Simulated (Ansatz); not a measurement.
A relaxed structure of ZnCu2SnSe4. Space group I-4 (No. 82). Computed with PBE (plane waves to 420 eV, PAW, scalar-relativistic; Ansatz, a quantum-chemistry and plane-wave program).

```cif
data_Cu2Se4SnZn
_chemical_formula_sum 'Cu2 Zn1 Sn1 Se4'
_space_group_name_H-M_alt 'P 1'
_space_group_IT_number 1
_cell_length_a 7.05845
_cell_length_b 7.05845
_cell_length_c 7.05845
_cell_angle_alpha 131.806
_cell_angle_beta 131.806
_cell_angle_gamma 70.535
loop_
_space_group_symop_operation_xyz
  'x, y, z'
loop_
_atom_site_label
_atom_site_type_symbol
_atom_site_fract_x
_atom_site_fract_y
_atom_site_fract_z
_atom_site_occupancy
Cu1 Cu 0.00000 0.00000 0.00000 1
Cu2 Cu 0.75000 0.25000 0.50000 1
Zn1 Zn 0.25000 0.75000 0.50000 1
Sn1 Sn 0.50000 0.50000 0.00000 1
Se1 Se 0.63874 0.62944 0.52864 1
Se2 Se 0.10081 0.11010 0.47136 1
Se3 Se 0.37056 0.89919 0.00930 1
Se4 Se 0.88990 0.36126 0.99070 1
```

### Question
Give the band gap at the level PBE.

### Answer
0.03 eV, direct at Γ (no spin-orbit coupling).

No spin polarisation in the result.

The run could not lose the symmetry of its start; a randomly shaken copy of 8 atoms returns to this structure.
